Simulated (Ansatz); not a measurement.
Consider the following.

SiC:
```yaml
crystal:
  lattice:
    - [3.07761, 0.00000, 0.00000]
    - [-1.53880, 2.66529, 0.00000]
    - [0.00000, 0.00000, 10.07629]
  atoms:
    - { symbol: Si, position: [0.00000, 0.00000, 0.00030] }
    - { symbol: Si, position: [0.00000, 0.00000, 0.50030] }
    - { symbol: Si, position: [0.66667, 0.33333, 0.75025] }
    - { symbol: Si, position: [0.33333, 0.66667, 0.25025] }
    - { symbol: C, position: [0.00000, 0.00000, 0.81287] }
    - { symbol: C, position: [0.00000, 0.00000, 0.31287] }
    - { symbol: C, position: [0.66667, 0.33333, 0.56221] }
    - { symbol: C, position: [0.33333, 0.66667, 0.06221] }
```

This is the r²SCAN-relaxed structure.

Question: All from DFT-r²SCAN in the program Ansatz with PAW potentials, unless another level is named. Estimate the Born charges (a third of the trace).

Answer: Si +2.68 to +2.78, C -2.73 e.

Question: What about the largest static χ(2) component?

Answer: 18 pm/V.

Question: Give the Bader charges.

Answer: Si +2.87 to +2.88, C -2.88 e.

Question: And the static dielectric constant ε0 (ions relaxed, cell fixed)?

Answer: 9.75 (xx = yy), 10.4 (zz).

Space group P6_3mc (4H polytype). Symmetry was held in the r²SCAN relaxation; phonons on a q-mesh show no instability.

Potentials: the later of the program's two PAW sets.
